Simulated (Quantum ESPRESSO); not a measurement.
CuNbPd4AlGa, input and log of a self-consistent run

Simulated, not a measurement. The program is pw.x of Quantum ESPRESSO 7.5 (plane-wave density functional theory). The cell is made up: eight metal atoms on a hexagonal close-packed lattice, with elements, volume, strain and displacements drawn at random and not relaxed, so it may be unstable or far from any real phase. PseudoDojo standard norm-conserving files set the functional (PBE unless stated); there is no spin polarisation or spin-orbit coupling, the Fermi-Dirac width of 0.25 eV means electrons at about 2900 K, and the masses in the input are unused placeholders. The copper pseudopotential is less sure than most, with forces differing by about three percent and pressure by about two GPa from a second method on plain copper. A spin test at this wide smearing found no moment, but such smearing suppresses magnetism that the real alloy may have.

Input:

```
&control calculation='scf', pseudo_dir='./dojo.nc.sr.pbe.v0_5.standard.upf', outdir='./o', disk_io='minimal', tprnfor=.true., tstress=.true. /
&system ibrav=0, nat=8, ntyp=5, nbnd=74, ecutwfc=92.02030273, nosym=.true., tot_charge=0,
 occupations='smearing', smearing='fd', degauss=0.0183746611
/
&electrons conv_thr=1.470e-08, electron_maxstep=70, mixing_beta=0.5 /
ATOMIC_SPECIES
Al 1.0 Al.upf
Cu 1.0 Cu.upf
Ga 1.0 Ga.upf
Nb 1.0 Nb.upf
Pd 1.0 Pd.upf
CELL_PARAMETERS angstrom
0.0435 -0.0251 -4.7824
0.0688 4.9394 0.0259
5.7043 0.0795 -0.052
ATOMIC_POSITIONS angstrom
Cu 0.1481 0.0876 0.1396
Nb 2.8721 0.0876 -0.0551
Pd 1.3442 2.5954 -0.0026
Pd 4.2382 2.5207 -0.3386
Al 0.0604 1.6628 -2.2994
Ga 2.7015 1.6196 -2.5035
Pd 1.5996 3.9995 -2.3387
Pd 4.3854 4.1964 -2.2197
K_POINTS automatic
5 5 4 1 1 1
```

The log is shortened where brackets say so; the opening notice, blank lines, dates and the lines on written files are dropped, and the path of the files is cut. It prints rydbergs, bohrs and kilobars, and counts compression as positive stress. Its total energy is the free energy E - TS of the whole cell.

```
     Program PWSCF v.7.5
     Parallel version (MPI & OpenMP), running on       4 processor cores
     Number of MPI processes:                 4
     Threads/MPI process:                     1
     [start-up lines left out]
     bravais-lattice index     =            0
     lattice parameter (alat)  =       9.0379  a.u.
     unit-cell volume          =     909.0467 (a.u.)^3
     number of atoms/cell      =            8
     number of atomic types    =            5
     number of electrons       =       120.00
     number of Kohn-Sham states=           74
     kinetic-energy cutoff     =      92.0203  Ry
     charge density cutoff     =     368.0812  Ry
     scf convergence threshold =      1.5E-08
     mixing beta               =       0.5000
     number of iterations used =            8  plain     mixing
     Exchange-correlation= PBE
                           (   1   4   3   4   0   0   0)
     [axes and pseudopotential details left out]
   Cartesian axes
     site n.     atom                  positions (alat units)
         1        Cu     tau(   1) = (   0.0309660   0.0183162   0.0291888  )
         2        Nb     tau(   2) = (   0.6005231   0.0183162  -0.0115208  )
         3        Pd     tau(   3) = (   0.2810568   0.5426683  -0.0005436  )
         4        Pd     tau(   4) = (   0.8861589   0.5270494  -0.0707974  )
         5        Al     tau(   5) = (   0.0126289   0.3476724  -0.4807781  )
         6        Ga     tau(   6) = (   0.5648526   0.3386397  -0.5234531  )
         7        Pd     tau(   7) = (   0.3344580   0.8362495  -0.4889953  )
         8        Pd     tau(   8) = (   0.9169367   0.8774190  -0.4641138  )
     number of k points=    50  Fermi-Dirac smearing, width (Ry)=  0.0184
                       cart. coord. in units 2pi/alat
        k(    1) = (   0.1025594   0.0959204  -0.0995761), wk =   0.0400000
        k(    2) = (   0.3122255   0.0929899  -0.0976536), wk =   0.0400000
     [further k points left out]
     Dense  grid:   108397 G-vectors     FFT dimensions: (  60,  60,  72)
     Estimated max dynamical RAM per process >     390.16 MB
     Estimated total dynamical RAM >       1.45 GB
     Initial potential from superposition of free atoms
     starting charge     119.9916, renormalised to     120.0000
     Starting wfcs are   69 randomized atomic wfcs +    5 random wfcs
     total cpu time spent up to now is        5.1 secs
     per-process dynamical memory:   310.4 Mb
     Self-consistent Calculation
     iteration #  1     ecut=    92.02 Ry     beta= 0.50
     Davidson diagonalization with overlap
     ethr =  1.00E-02,  avg # of iterations =  3.0
     total cpu time spent up to now is       17.9 secs
     total energy              =   -1743.26415927 Ry
     estimated scf accuracy    <       4.42661821 Ry
     iteration #  2     ecut=    92.02 Ry     beta= 0.50
     Davidson diagonalization with overlap
     ethr =  3.69E-03,  avg # of iterations =  2.4
     total cpu time spent up to now is       30.7 secs
     total energy              =   -1744.50423085 Ry
     estimated scf accuracy    <       9.72873319 Ry
     iteration #  3     ecut=    92.02 Ry     beta= 0.50
     Davidson diagonalization with overlap
     ethr =  3.69E-03,  avg # of iterations =  2.1
     total cpu time spent up to now is       43.2 secs
     total energy              =   -1745.39016172 Ry
     estimated scf accuracy    <       0.47005649 Ry
     iteration #  4     ecut=    92.02 Ry     beta= 0.50
     Davidson diagonalization with overlap
     ethr =  3.92E-04,  avg # of iterations =  2.0
     total cpu time spent up to now is       54.7 secs
     total energy              =   -1745.43009604 Ry
     estimated scf accuracy    <       0.28908464 Ry
     iteration #  5     ecut=    92.02 Ry     beta= 0.50
     Davidson diagonalization with overlap
     ethr =  2.41E-04,  avg # of iterations =  2.0
     total cpu time spent up to now is       65.2 secs
     total energy              =   -1745.47188464 Ry
     estimated scf accuracy    <       0.06511559 Ry
     [iterations 6 to 10 left out]
     iteration # 11     ecut=    92.02 Ry     beta= 0.50
     Davidson diagonalization with overlap
     ethr =  1.21E-08,  avg # of iterations =  2.7
     total cpu time spent up to now is      139.5 secs
     total energy              =   -1745.47446434 Ry
     estimated scf accuracy    <       0.00003613 Ry
     iteration # 12     ecut=    92.02 Ry     beta= 0.50
     Davidson diagonalization with overlap
     ethr =  1.21E-08,  avg # of iterations =  2.0
     total cpu time spent up to now is      152.3 secs
     total energy              =   -1745.47446823 Ry
     estimated scf accuracy    <       0.00000075 Ry
     iteration # 13     ecut=    92.02 Ry     beta= 0.50
     Davidson diagonalization with overlap
     ethr =  6.23E-10,  avg # of iterations =  2.0
     total cpu time spent up to now is      167.1 secs
     total energy              =   -1745.47446828 Ry
     estimated scf accuracy    <       0.00000028 Ry
     iteration # 14     ecut=    92.02 Ry     beta= 0.50
     Davidson diagonalization with overlap
     ethr =  2.33E-10,  avg # of iterations =  2.0
     total cpu time spent up to now is      178.6 secs
     total energy              =   -1745.47446833 Ry
     estimated scf accuracy    <       0.00000014 Ry
     iteration # 15     ecut=    92.02 Ry     beta= 0.50
     Davidson diagonalization with overlap
     ethr =  1.20E-10,  avg # of iterations =  1.1
     total cpu time spent up to now is      189.8 secs
     End of self-consistent calculation
     [lines on levels left out]
!    total energy              =   -1745.47446834 Ry
     estimated scf accuracy    <       0.00000001 Ry
     smearing contrib. (-TS)   =      -0.07500248 Ry
     internal energy E=F+TS    =   -1745.39946586 Ry
     The total energy is F=E-TS. E is the sum of the following terms:
     one-electron contribution =    -812.22313431 Ry
     hartree contribution      =     474.72896354 Ry
     xc contribution           =    -285.81125982 Ry
     ewald contribution        =   -1122.09403527 Ry
     convergence has been achieved in  15 iterations
     Forces acting on atoms (cartesian axes, Ry/au):
     atom    1 type  2   force =    -0.01978040    0.00159229   -0.00185070
     atom    2 type  4   force =    -0.00219328   -0.01474035    0.00998797
     atom    3 type  5   force =     0.00515393   -0.03113409    0.01119469
     atom    4 type  5   force =    -0.00146052   -0.04805193    0.06280274
     atom    5 type  1   force =    -0.01963613   -0.00291331   -0.00493512
     atom    6 type  3   force =     0.02983150    0.00932543    0.00013788
     atom    7 type  5   force =    -0.01264607    0.02878934   -0.00851708
     atom    8 type  5   force =     0.02073097    0.05713263   -0.06882040
     Total force =     0.137776     Total SCF correction =     0.000371
     Computing stress (Cartesian axis) and pressure
          total   stress  (Ry/bohr**3)                   (kbar)     P=     -100.62
  -0.00063857  -0.00003701  -0.00003774          -93.94       -5.44       -5.55
  -0.00003701  -0.00077154  -0.00017928           -5.44     -113.50      -26.37
  -0.00003774  -0.00017928  -0.00064181           -5.55      -26.37      -94.41
     init_run     :      4.74s CPU      4.95s WALL (       1 calls)
     electrons    :    179.14s CPU    184.73s WALL (       1 calls)
     forces       :      1.91s CPU      2.04s WALL (       1 calls)
     stress       :      6.39s CPU      6.47s WALL (       1 calls)
     [timing details left out]
     PWSCF        :   3m12.33s CPU   3m18.42s WALL
     JOB DONE.
```

In other units: free energy -23748.390 eV for the cell, pressure -10.06 GPa, largest force component 1.769 eV/Å in size. The run took 200 s of wall time with four MPI processes on a shared machine (Intel Xeon, 2023 or later, virtual cores), so the time is rough. A rerun of this cell at a higher cutoff and on a denser mesh moved values by no more than 0.007 eV in energy, 0.04 GPa in stress and 0.010 eV/Å in force, and a second program with other atomic files agreed on that cell to 2 % rms in force and 0.5 GPa in pressure.